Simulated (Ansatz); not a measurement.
BaTiS$_{3}$ in space group P6_3cm (No. 185; Pearson symbol hP30), r²SCAN in the plane-wave PAW code Ansatz. The conduction-band minimum lies at Γ, with 1 equivalent valley. Second derivatives d²E/dk² of the lowest band at one valley (eV·Å²), along Cartesian directions:

| direction | d²E/dk² |
|---|---|
| [100] | 24.46 |
| [010] | 24.46 |
| [001] | 21.30 |
| [110] | 24.46 |
| [101] | 22.89 |
| [011] | 22.89 |

Find the principal effective masses, the density-of-states mass and the conductivity mass.

Off-diagonal terms follow from H_xy = H[110] − (H_xx + H_yy)/2, and m*/mₑ = 7.620 eV·Å² over each eigenvalue: 0.31, 0.31, 0.36. One valley's DOS mass (m₁m₂m₃)^(1/3) = 0.33, conductivity mass 3/(Σ 1/mᵢ) = 0.33 mₑ.

What effective density of states Nc follows at 300 K for parabolic valleys?

Nc = 2.509e19 × 1 × (0.33)^(3/2) ≈ 4.8e18 cm⁻³.

The start of the workflow was typed in or built on a structure type; neither database checked (COD, Materials Project) lists it. COD files the formula under space group No. 194, so this cell is another polymorph or a model. Its standing as an ambient phase is unchecked. The r²SCAN relaxation kept the symmetry of its start; whether a distortion lowers the energy is not shown. The workflow began spin-polarised and lost its moments. Spin–orbit coupling is left out wherever it is not named.

Potentials: the later of the program's two PAW sets.

Edges and masses are those of Kohn–Sham bands, whose gap is no quasiparticle gap.
